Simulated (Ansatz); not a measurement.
Ansatz input file:

```yaml
crystal:
  lattice:
    - [0.0, 2.5209979027, 2.5209979027]
    - [2.5209979027, 0.0, 2.5209979027]
    - [2.5209979027, 2.5209979027, 0.0]
  atoms:
    - { symbol: Pb, position: [0.0, 0.0, 0.0] }
basis:
  ecutwfc: 420
kpoints:
  mp_grid: { grid: [14, 14, 14] }
  band_path:
    path:
      - [[0.0, 0.0, 0.0], [0.5, 0.0, 0.5], [0.625, 0.25, 0.625]]
      - [[0.375, 0.375, 0.75], [0.0, 0.0, 0.0], [0.5, 0.5, 0.5], [0.5, 0.25, 0.75], [0.5, 0.0, 0.5]]
    npoints: 14
hamiltonian:
  xc: pbe
scf:
  occupations: { method: gaussian, width: 0.1 }
  n_extra_bands: 6
output:
  forces: true
  stress: true
  eigenvalues: true
  populations: true
  dos: { projected: true, de: 0.02, nscf_kmesh: { grid: [21, 21, 21] } }
  bader: true
  write_density: true
  write_potential: true
  elf: true
  volumetric_format: npy
```

Command:
```bash
ansatz run input.yaml --threads 1 --pin off --max-ram 2560MiB --backend cpu --events-out ev --progress --plain --runs-dir out
```

Method: Ansatz, DFT PBE, scalar-relativistic, plane waves, PAW.

From the run's log, abridged:

```
scf.n_extra_bands = 6 over 7 filled bands (N_el = 14.0): the run solves 13 bands
Pseudopotentials: kind: paw
Pseudopotential: Pb, paw, valence charge 14, recommended cutoff 420 eV (normal)
Functional definition: PBE
Crystal: 1 atom, lattice volume = 32.044 Å³
Basis set: ecut = 420 eV, 609 PW (Γ), exchange–correlation on 48×48×48 points (8 copies of the dense FFT grid, shifted against one another)
Bands: 13, of which v1, the nominal top of the filled ones, is band 7 counted from 1 (6 counted from 0)
Symmetry: 48 space group operations
Space group: Fm-3m (ITA 225), of the structure as read, at distance tolerance 3.2e-5 Å
k-points: 104 of 2744
Initial density: superposition of atomic densities (neutral atoms: chi_scale 0, normalization atom), corrected by the library's trained network
Initial wavefunctions: pseudopotential atomic-orbital guess
Functional: x = pbe(κ = 0.804, μ = 0.21951497), c = pbe(β = 0.06672455)
SCF iter   1: F=—  HF=-11906.419851 eV  |F-HF|=—  |Δ(HF+E_count)|=         —  Δρ=6.52e-4  dr2=8.26e-5  ethr=1.77e-3  ⟨swp⟩=5.8  Hψ=8611  notcnv=0  defer=5
SCF iter   2: F=—  HF=-11906.419447 eV  |F-HF|=—  |Δ(HF+E_count)|=   4.04e-4  Δρ=3.85e-4  dr2=2.00e-5  ethr=5.90e-7  ⟨swp⟩=2.2  Hψ=2874  notcnv=0  defer=12
SCF iter   3: F=—  HF=-11906.419469 eV  |F-HF|=—  |Δ(HF+E_count)|=   2.24e-5  Δρ=1.20e-4  dr2=2.79e-6  ethr=1.43e-7  ⟨swp⟩=2.8  Hψ=1865  notcnv=0  defer=12
SCF iter   4: F=—  HF=-11906.419474 eV  |F-HF|=—  |Δ(HF+E_count)|=   4.46e-6  Δρ=3.59e-5  dr2=4.70e-7  ethr=2.00e-8  ⟨swp⟩=2.0  Hψ=1358  notcnv=0  defer=12
SCF iter   5: F=-11906.419474 eV  HF=-11906.419474 eV  |F-HF|=4.13e-9  |Δ(HF+E_count)|=   1.23e-7  Δρ=4.64e-6  dr2=8.13e-9  ethr=3.36e-9  ⟨swp⟩=2.3  Hψ=1797  notcnv=0  defer=12
SCF iter   6: F=-11906.419474 eV  HF=-11906.419474 eV  |F-HF|=9.02e-10  |Δ(HF+E_count)|=  7.33e-10  Δρ=1.28e-6  dr2=8.51e-10  ethr=5.81e-11  ⟨swp⟩=8.6  Hψ=8338  notcnv=0
SCF 1 converged in 6 iterations: F = -11906.419474 eV  dr2 = 8.51e-10
SCF converged after 6 iterations
Free energy (F): -11906.419474 eV
Harris-Foulkes:  -11906.419474 eV  (|F-HF|=9.02e-10)
Internal energy: -11906.417184 eV  (E = F + TS)
E sigma→0 (E₀):  -11906.418329 eV
Entropy (-TS):   -0.002290 eV (-2.290 meV/atom)
Fermi energy:    10.174360 eV
--- Per-component energies (eV) ---
  E_band       = -47.310463
  E_kinetic    = 288.304620
  E_local      = -1051.638527  (includes V_loc(G=0)·N_el)
  E_nonlocal   = 349.508183
  E_hartree    = 416.579990
  E_xc         = -220.563395
  E_vxc        = -132.189276  (∫ρ·V_xc dr)
  E_paw        = -10405.386475  (= ΣΔE_a)
  E_vpaw       = -334.454396  (= ΣTr[D̂ρ^β])
  E_aug_tail   = 0.000048  (compensation charges beyond the density's cutoff)
  E_ewald      = -1283.221628
  E_smearing   = -0.002290  (= −TS)
--- Forces (eV/Å), atoms counted from 1 ---
  atom   1  Pb     0.00000000     0.00000000     0.00000000
--- Stress (GPa, compression-positive) ---
       -0.022846       0.000000       0.000000
        0.000000      -0.022846       0.000000
        0.000000       0.000000      -0.022846
  P = ⅓ Tr σ = -0.0228 GPa (-0.228 kbar)
--- Band table (eV; the first three rows and the last of 104) ---
  k-point 0: bands = ["-6.8760", "-6.8760", "-6.8760", "-6.7580", "-6.7580", "-1.2176", "17.1577", "17.1577", "17.1577", "19.8790", "20.8171", "22.2501", "22.2501"]
  k-point 1: bands = ["-6.8759", "-6.8697", "-6.8697", "-6.7584", "-6.7584", "-1.1249", "16.0237", "17.0416", "17.0416", "19.6023", "21.3958", "22.4574", "22.4574"]
  k-point 2: bands = ["-6.8763", "-6.8554", "-6.8554", "-6.7560", "-6.7560", "-0.8471", "13.9663", "16.7465", "16.7465", "19.2434", "22.3509", "22.9131", "22.9131"]
  k-point 103: bands = ["-6.8665", "-6.8659", "-6.7776", "-6.7122", "-6.6140", "3.4750", "8.4461", "9.4048", "10.5314", "20.0084", "20.9482", "23.1190", "23.2115"]
--- Löwdin populations: 1 site ---
  site symbol q [e]
     0     Pb     13.9647
  spilling = 0.002522 (of n_electrons = 14.000000)
--- Bader charges: 1 site ---
  site symbol charge [e]  shift [e]
     0     Pb      0.0000     0.0000
  estimated error of the sums over rays = 4.6e-7 e
```

Self-consistency was reached.

Time: 25 s on 1 thread of Intel(R) Xeon(R) Processor @ 2.50GHz (Skylake/Cascade Lake), with other jobs on the host, peak memory 0.35 GiB.

Spin-orbit coupling is left out, which matters for the bands of heavy elements.